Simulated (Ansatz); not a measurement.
InSb (NiAs type, space group No. 194) at seven volumes, the program Ansatz at the PBEsol level (PAW), shape and atoms relaxed at each. One row is withheld.

| V (Å³/atom) | P (GPa) |
|---|---|
| 25.215 | 6.41 |
| 26.046 | 3.90 |
| 26.877 | 1.78 |
| 27.709 | 0.00 |
| 28.540 | -1.50 |
| 29.371 | ? |
| 30.202 | -3.79 |

Task: Fit the shown pressures and predict the withheld one.

Result: P = (3/2)B₀(x^(7/2) − x^(5/2))[1 + (3/4)(B′ − 4)(x − 1)] with x = (V₀/V)^(2/3). Least squares on the six rows gives V₀ = 27.709 Å³/atom, B₀ = 54.2 GPa, B′ = 4.81. At V = 29.371, x = 0.9619 and P = -2.75 GPa. The run itself gave -2.75 GPa.

Space group P6_3/mmc (NiAs type). The start of the workflow was typed in or built on a structure type; neither database checked (COD, Materials Project) lists it. It is not the phase usual at ambient conditions (space group No. 216). The PBEsol relaxation kept the symmetry of its start; of distortions, only those at the zone centre were tested. Spin–orbit coupling is left out wherever it is not named.

Potentials: the later of the program's two PAW sets.
